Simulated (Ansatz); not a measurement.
# How far is PAW off for SbP?

```
Sb P
1.0
     4.77909    0.00000    0.00000
    -2.38954    4.13881    0.00000
     0.00000    0.00000    5.86796
Sb P
2 2
Direct
  0.33333 0.66667 0.96726
  0.66667 0.33333 0.46726
  0.33333 0.66667 0.40874
  0.66667 0.33333 0.90874
```

Atoms are numbered in the order listed.

The structure comes from a relaxation in the same program, started in the wurtzite type, and has space group P6_3mc. Whether it is a known phase or the ground state wasn't checked.

No spin–orbit coupling, which matters for the heavy atoms here.

Levels of theory: DFT, PBE, PAW with Ansatz's default frozen-core files, scalar-relativistic (Ansatz 0.2.0); DFT, PBE, all-electron LAPW, scalar-relativistic (Ansatz 0.2.0).

For PAW: a Γ-centred 10×10×6 k mesh, Fermi–Dirac smearing of 0.05 eV, cutoff 420 eV, no spin polarisation. LAPW targets a basis error of 0.5 meV/atom. The Ansatz runs share mesh, smearing and spin set-up. Plane-wave (PAW) pressures include the program's estimate of the Pulay term.

Stress and pressure are positive in compression.

Levels count from the Fermi level.

PAW results:

```json
{"quantity": "pressure (GPa)", "PAW": "0.01"}
{"quantity": "highest filled level at Γ (eV)", "PAW": "-0.238"}
{"quantity": "highest filled level at L (eV)", "PAW": "-1.284"}
{"quantity": "lowest empty level at L (eV)", "PAW": "0.644"}
{"quantity": "highest filled level at A (eV)", "PAW": "-2.175"}
{"quantity": "lowest empty level at A (eV)", "PAW": "0.716"}
```

**Question.** What does full-potential LAPW give for the same quantities?

**Answer.** 
| quantity | LAPW |
| --- | --- |
| pressure (GPa) | 0.01 |
| highest filled level at Γ (eV) | -0.238 |
| highest filled level at L (eV) | -1.285 |
| lowest empty level at L (eV) | 0.645 |
| highest filled level at A (eV) | -2.177 |
| lowest empty level at A (eV) | 0.716 |
